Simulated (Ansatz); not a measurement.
Response of MnO

Input of a DFT run with Ansatz (development build), a test cell that isn't relaxed; energies in eV and lengths in Å:

```yaml
crystal:
  lattice:
    - [3.139554108468, 0.0, 0.0]
    - [0.0, 3.202345190637, 0.0]
    - [0.0, 0.0, 4.44]
  atoms:
    - { symbol: Mn, position: [0.0, 0.0, 0.0], spin: 5 }
    - { symbol: Mn, position: [0.5, 0.5, 0.5], spin: -5 }
    - { symbol: O, position: [0.5, 0.5, 0.0] }
    - { symbol: O, position: [0.0, 0.0, 0.5] }
kpoints:
  mp_grid: { grid: [5, 5, 3] }
hamiltonian:
  xc: pbe
  pseudopotentials: { kind: paw, source: ansatz }
  hubbard: [{ species: Mn, l: d, u_eff: 4 }]
magnetization:
  spin_polarized: true
scf:
  occupations: { method: fermi_dirac, width: "0.1 eV" }
phonons:
  supercell: [1, 1, 1]
  dielectric: false
```

Command: `ansatz run input.yaml --backend cpu`

It ran on Ansatz hand-made PAW at the default cutoff.

Caveats: coarse k mesh; moments end on one start, may not be the lowest state.

(1) Give the harmonic phonon frequencies (cm⁻¹, i for unstable; at q = 0 without the three modes nearest zero and without LO–TO term) at (0.000, 0.000, 0.000).

Results:

(1) 
(0.000, 0.000, 0.000): 130, 134, 205, 235, 236, 248, 319, 323, 414
